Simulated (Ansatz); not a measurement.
# BaLi$_{2}$S$_{2}$: relaxed-ion elastic tensor

Theory: Ansatz 0.2.0, DFT PBE, scalar-relativistic, plane waves, PAW. Settings: 420 eV plane-wave cutoff, Γ-centred 6×6×4 mesh, fixed occupations. No spin polarisation.

The cell, relaxed at this level:
```
Ba Li S
1.0
     4.29875    0.00000    0.00000
    -2.14938    3.72283    0.00000
     0.00000    0.00000    7.13300
Ba Li S
1 2 2
Direct
  0.00000 0.00000 0.00000
  0.66667 0.33333 0.61227
  0.33333 0.66667 0.38773
  0.66667 0.33333 0.27159
  0.33333 0.66667 0.72841
```

The cell was found from a structure generator's guess, not taken from experiment. Spin–orbit coupling is left out, which matters for heavy elements.

(1) Give the relaxed-ion elastic constants (GPa, Voigt order xx yy zz yz xz xy, on the Cartesian axes of the cell above).

(2) Is the crystal stable against homogeneous strain?

(3) And the moduli of a polycrystal (Hill averages)?

Results:

(1)
```
63.6 18.3 25.7  3.2  0.0  0.0
18.3 63.6 25.7 -3.2  0.0  0.0
25.6 25.6 86.6  0.0  0.0  0.0
 3.2 -3.2  0.0 29.7  0.0  0.0
 0.0  0.0  0.0  0.0 29.7  3.2
 0.0  0.0  0.0  0.0  3.2 22.7
```

(2) Yes: the least eigenvalue of the tensor is 21.4 GPa.

(3) B = 39 GPa, G = 26 GPa, E = 63 GPa, ν = 0.23.
